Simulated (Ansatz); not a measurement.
# NMR crystallography of MoS2 with hydrogen replacing S: given against relaxed positions

Start: a supercell of MoS2 (space group P6_3/mmc) built from a structure deposited in the COD, with all atoms left at the host's positions.

```cif
data_Mo18HS35
_symmetry_space_group_name_H-M 'P3m1'
_symmetry_Int_Tables_number 156
_cell_length_a 9.5070
_cell_length_b 9.5070
_cell_length_c 12.3240
_cell_angle_alpha 90.000
_cell_angle_beta 90.000
_cell_angle_gamma 120.000
loop_
_atom_site_label
_atom_site_type_symbol
_atom_site_symmetry_multiplicity
_atom_site_Wyckoff_symbol
_atom_site_fract_x
_atom_site_fract_y
_atom_site_fract_z
Mo1 Mo 1 a 0.0000 0.0000 0.2500
Mo2 Mo 6 e 0.0000 0.3333 0.2500
Mo6 Mo 1 b 0.3333 0.6667 0.2500
Mo8 Mo 1 c 0.6667 0.3333 0.2500
Mo10 Mo 3 d 0.1111 0.8889 0.7500
Mo12 Mo 3 d 0.1111 0.5556 0.7500
Mo14 Mo 3 d 0.4444 0.2222 0.7500
H H 1 a 0.0000 0.0000 0.6230
S20 S 6 e 0.0000 0.3333 0.6230
S24 S 1 b 0.3333 0.6667 0.6230
S26 S 1 c 0.6667 0.3333 0.6230
S28 S 3 d 0.1111 0.8889 0.1230
S30 S 3 d 0.1111 0.5556 0.1230
S32 S 3 d 0.4444 0.2222 0.1230
S37 S 1 a 0.0000 0.0000 0.8770
S38 S 6 e 0.0000 0.3333 0.8770
S42 S 1 b 0.3333 0.6667 0.8770
S44 S 1 c 0.6667 0.3333 0.8770
S46 S 3 d 0.1111 0.8889 0.3770
S48 S 3 d 0.1111 0.5556 0.3770
S50 S 3 d 0.4444 0.2222 0.3770
```

One atom of each set is listed.

All values are calculated (Ansatz; DFT, PBE, plane waves and PAW, scalar-relativistic, 420 eV cutoff, Γ-centred 3×3×2 k-points, Fermi–Dirac smearing 0.01 eV, cell charge +1), not measured.

The largest force at the start is 1.7 eV/Å. Relaxing the ions at fixed cell moves them by 0.584 Å at most (atom 19, H) and 0.085 Å rms.

```csv
site,moved (Å),first shell before,first shell after,V_zz before (10²¹ V/m²),η before
Mo8,0.002,6 S at 2.41 Å,6 S at 2.40–2.41 Å,-7.32,0.00
Mo10,0.031,"5 S at 2.41 Å, 1 H at 2.41 Å","1 H at 2.05 Å, 5 S at 2.39–2.40 Å",-11.86,0.70
Mo12,0.052,6 S at 2.41 Å,6 S at 2.40–2.42 Å,-7.42,0.14
Mo14,0.030,6 S at 2.41 Å,6 S at 2.40–2.42 Å,-8.51,0.00
H,0.584,3 Mo at 2.41 Å,3 Mo at 2.05 Å,-0.040,0.00
S24,0.051,3 Mo at 2.41 Å,3 Mo at 2.41 Å,-5.24,0.00
S26,0.002,3 Mo at 2.41 Å,3 Mo at 2.42 Å,-5.50,0.00
S37,0.013,3 Mo at 2.41 Å,3 Mo at 2.40 Å,-4.75,0.00
S38,0.036,3 Mo at 2.41 Å,3 Mo at 2.39–2.42 Å,-6.15,0.51
S42,0.056,3 Mo at 2.41 Å,3 Mo at 2.40 Å,-5.23,0.00
```

Task: How do the gradients change?

Result: 

```tsv
site	V_zz after	η after	change of V_zz
Mo8	-7.43	0.00	-0.11
Mo10	-10.00	0.63	+1.86
Mo12	-7.17	0.25	+0.25
Mo14	-8.55	0.05	-0.04
H	-0.24	0.00	-0.20
S24	-5.11	0.00	+0.13
S26	-5.90	0.00	-0.40
S37	-4.77	0.00	-0.02
S38	-6.25	0.40	-0.10
S42	-5.62	0.00	-0.39
```

The largest change of V_zz is on Mo10, from -11.86 to -10.00. In per cent, |V_zz| changes by -16 to +2 on Mo, -2 to +7 on S (all sites that start above 2). The table leaves out 11 of the 21 sites, with |V_zz| up to 7.53; their tensors move by 0.30 at most along any direction. The statements above cover all sites. The host's own positions weren't relaxed first, so part of the change far from the defect can be the host's relaxation.

The run isn't spin-polarised, and a state with spin may lie lower. The defect repeats with the cell of 54 atoms, so it feels its images: sites between two images don't show the values beside a lone defect, and zeros or small values of η there can come from the images' arrangement. Mo and S carry a gradient in the pure host already, so the values there aren't the defect's effect alone. A uniform background compensates the cell's charge. The defect cell has no gap above 0.1 eV on its mesh, so the values can hang on the smearing and the k-mesh. Without spin–orbit coupling (the program notes it for Mo) the gradients can shift somewhat, as the gap is small.
Before: The neighbours have not yet relaxed around the defect (largest force 1.7 eV/Å), so a real crystal will differ.
After: The relaxation keeps the site symmetry 3m of the start, so the impurity can move only along its axis; a distortion that would localise the partly filled state isn't explored.
